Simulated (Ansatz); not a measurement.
**CaCu$_{2}$S$_{2}$, first-principles data**

CaCu₂S₂:
```xyz
5
Lattice="3.8944 0.0000 0.0000 -1.9472 3.3727 0.0000 0.0000 0.0000 6.5063" Properties=species:S:1:pos:R:3 pbc="T T T"
Cu     0.0000     2.2484     2.4358
Cu     1.9472     1.1242     4.0705
Ca     0.0000     0.0000     0.0000
S      0.0000     2.2484     4.8222
S      1.9472     1.1242     1.6841
```

Space group P-3m1 (No. 164); conventional cell a = b = 3.894 Å, c = 6.506 Å, α = β = 90.00°, γ = 120.00°.

Method: r²SCAN in the plane-wave PAW code Ansatz. The cell and atoms are relaxed at this level. Other levels are named where they apply.

Cell and energy:

```yaml
volume_per_atom: 17.09 Å³
density: 4.49 g/cm³
Formation energy from the elements (no fitted shifts): -1.10 eV/atom
```

Electronic structure:

```yaml
band_gap: 1.62 eV (direct)
valence_band_maximum: at Γ
conduction_band_minimum: at Γ
electron_effective_mass: 0.20, 0.23, 0.23 mₑ (principal values)
Hole effective mass, band 1 of 2 at the edge: 0.96 along x, 1.3 along z (mₑ)
Hole effective mass, band 2 of 2 at the edge: 0.22 along x, 1.3 along z (mₑ)
```

Mechanics:

```yaml
Bulk modulus (Birch–Murnaghan fit): 83.2 GPa
Pressure derivative B′: 4.6
```

Charges:

```yaml
bader_charges: Cu +0.47, Ca +1.47, S -1.20 e
```

The workflow started from an entry of the Crystallography Open Database (COD, 293 K). Whether it is the stable phase at ambient conditions was not checked. The cell was relaxed with r²SCAN under the symmetry of its start; whether a distortion lowers the energy is not shown. No spin polarisation was allowed. The references are the lowest solids computed at this level, not always the standard phases.

Potentials: the later of the program's two PAW sets.
